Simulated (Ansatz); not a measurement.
With r²SCAN in the plane-wave PAW code Ansatz, SiGe in the trigonal phase (R-3m; Ge on 3a, Si on 3b) relaxes to a = 2.875 Å, c = 14.154 Å. Ge has 12 nearest neighbours from 2.88 Å (cuboctahedral); Si has 12 nearest neighbours from 2.88 Å (cuboctahedral). Its formation energy from the elements is 0.75 eV/atom, with no fitted shifts.

Electronic character: metallic (no gap). Gap from r²SCAN with spin–orbit coupling: none (metallic).

An equation-of-state fit gives a bulk modulus of 72.6 GPa. Bader charges are Ge +0.01, Si -0.01 e.

The start of the workflow was typed in or built on a structure type; neither database checked (COD, Materials Project) lists it. Whether it is the stable phase at ambient conditions was not checked. The cell was relaxed with r²SCAN under the symmetry of its start; whether a distortion lowers the energy is not shown. Its formation energy is positive at this level, so the cell may be metastable or incomplete. The references are the lowest solids computed at this level, not always the standard phases. Spin–orbit coupling is left out wherever it is not named.

Potentials: the earlier of the program's two PAW sets.
